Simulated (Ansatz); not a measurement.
# Strain response of Li$_{3}$Au

Level of theory: DFT PBEsol, scalar-relativistic, plane waves, PAW (Ansatz). (420 eV cutoff, 14×14×14 k-mesh, Gaussian smearing of 0.10 eV, no spin polarisation)

Starting point, cell and atoms relaxed:

```xyz
4
Lattice="0.0000 3.1092 3.1092 3.1092 0.0000 3.1092 3.1092 3.1092 0.0000" Properties=species:S:1:pos:R:3 pbc="T T T"
Li    1.5546    1.5546    1.5546
Li    4.6638    4.6638    4.6638
Li    3.1092    3.1092    3.1092
Au    0.0000    0.0000    0.0000
```

Deformation: biaxial strain in the a-b plane, with the length and tilt of c and the atoms relaxed, all within the symmetry that the strain leaves. Energies are extrapolated to zero smearing.

Spin–orbit coupling is left out, which can shift energies with elements as heavy as these.

| strain (%) | ΔE (meV/atom) | a (Å) | b (Å) | c (Å) |
| --- | --- | --- | --- | --- |
| -3.0 | 6.7 | 4.265 | 4.265 | 4.411 |
| -2.0 | 2.9 | 4.309 | 4.309 | 4.406 |
| -1.0 | 0.7 | 4.353 | 4.353 | 4.401 |
| +0.0 | 0.0 | 4.397 | 4.397 | 4.397 |
| +1.0 | 0.7 | 4.441 | 4.441 | 4.397 |
| +2.0 | 3.0 | 4.485 | 4.485 | 4.400 |
| +3.0 | 6.7 | 4.529 | 4.529 | 4.405 |

(1) What stiffness (1/V) d²E/dε² at zero strain does a cubic fit over all points give?

(2) How does the free axis c answer a small strain?

Answers

(1) A cubic fit gives (1/V) d²E/dε² = 159 GPa at zero strain (twice the biaxial modulus).

(2) Between the innermost points its strain is -0.04 times the applied one.